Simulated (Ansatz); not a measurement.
YNbN$_{3}$:
```xyz
5
Lattice="4.0326 0.0000 0.0000 0.0000 4.0326 0.0000 0.0000 0.0000 4.0326" Properties=species:S:1:pos:R:3 pbc="T T T"
Y      0.0000     0.0000     0.0000
Nb     2.0163     2.0163     2.0163
N      2.0163     2.0163     0.0000
N      2.0163     0.0000     2.0163
N      0.0000     2.0163     2.0163
```

Relaxed with r²SCAN.

Q: Map the electron localisation function on the plane through (0.000, 0.000, 0.000) spanned by u = [1, 0, 0] and v = [0, 1, 1] in lattice vectors, from DFT-r²SCAN in the program Ansatz with PAW potentials.

A: x is the fraction of u, y of v (the angle between them is 90°; rows are the nearest grid lines); atoms in the plane: Y at (0.00, 0.00), Nb at (0.50, 0.50), N at (0.00, 0.50).
```
y \ x   0.000  0.100  0.200  0.250  0.350  0.450  0.550  0.650  0.750  0.800  0.900   1.00
------  -----  -----  -----  -----  -----  -----  -----  -----  -----  -----  -----  -----
1.00    0.308  0.782  0.823  0.544  0.028  0.028  0.028  0.028  0.544  0.823  0.782  0.308
0.931   0.774  0.861  0.742  0.349  0.031  0.051  0.051  0.031  0.349  0.742  0.861  0.774
0.862   0.835  0.758  0.235  0.067  0.069  0.103  0.103  0.069  0.067  0.235  0.758  0.835
0.759   0.069  0.066  0.075  0.090  0.121  0.124  0.124  0.121  0.090  0.075  0.066  0.069
0.690   0.600  0.514  0.216  0.109  0.067  0.102  0.102  0.067  0.109  0.216  0.514  0.600
0.621   0.797  0.801  0.457  0.151  0.320  0.706  0.706  0.320  0.151  0.457  0.801  0.797
0.552   0.382  0.804  0.608  0.240  0.745  0.631  0.631  0.745  0.240  0.608  0.804  0.382
0.448   0.382  0.804  0.608  0.240  0.745  0.631  0.631  0.745  0.240  0.608  0.804  0.382
0.379   0.797  0.801  0.457  0.151  0.320  0.706  0.706  0.320  0.151  0.457  0.801  0.797
0.310   0.600  0.514  0.216  0.109  0.067  0.102  0.102  0.067  0.109  0.216  0.514  0.600
0.241   0.069  0.066  0.075  0.090  0.121  0.124  0.124  0.121  0.090  0.075  0.066  0.069
0.138   0.835  0.758  0.235  0.067  0.069  0.103  0.103  0.069  0.067  0.235  0.758  0.835
0.0690  0.774  0.861  0.742  0.349  0.031  0.051  0.051  0.031  0.349  0.742  0.861  0.774
0.000   0.308  0.782  0.823  0.544  0.028  0.028  0.028  0.028  0.544  0.823  0.782  0.308
```

The density is the valence pseudo-density with augmentation charge, so density and ELF within about 1 Å of a nucleus are not all-electron values.

Space group Pm-3m (cubic perovskite). The start of the workflow was typed in or built on a structure type; neither database checked (COD, Materials Project) lists it. Whether it is the stable phase at ambient conditions was not checked. Symmetry was held in the r²SCAN relaxation; its stability against distortions is not shown here. The workflow began spin-polarised and lost its moments. Other orbital occupations within this spin state were not tried.

Potentials: the later of the program's two PAW sets.
